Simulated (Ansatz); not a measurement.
# Phonon spectrum of Pt

All numbers below come from Ansatz, DFT LDA, scalar-relativistic, plane waves, PAW. Settings: 420 eV plane-wave cutoff, Γ-centred 20×20×20 mesh, Fermi-Dirac smearing of 0.15 eV. No spin polarisation. Phonons by linear response, acoustic sum rule imposed.

Relaxed structure:
```
CELL_PARAMETERS angstrom
0.00000 1.94864 1.94864
1.94864 0.00000 1.94864
1.94864 1.94864 0.00000
ATOMIC_POSITIONS crystal
Pt 0.00000 0.00000 0.00000
```

In a metal, frequencies and elastic constants depend on the k mesh and the smearing, soft modes and shear constants most. Spin–orbit coupling is left out, which can shift energies with elements as heavy as these. The q mesh is coarse, so values between its points are rough.

Force constants from linear response on a 2×2×2 q mesh.

Question: Is the structure dynamically stable on the q mesh?

Answer: Yes, on this mesh: no mode is imaginary.

Question: Give the frequencies (cm⁻¹) at the points of high symmetry.

Answer:
```
point q frequencies
    X  0.500 0.000 0.500  131 131 196
    U  0.625 0.250 0.625  121 158 181
    K  0.375 0.375 0.750  121 158 181
    L  0.500 0.500 0.500    95 95 201
    W  0.500 0.250 0.750  133 168 168
```

Cost: 1 run of about 1.9 core-minutes, on Intel Xeon Processor @ 2.70GHz (shared hosts).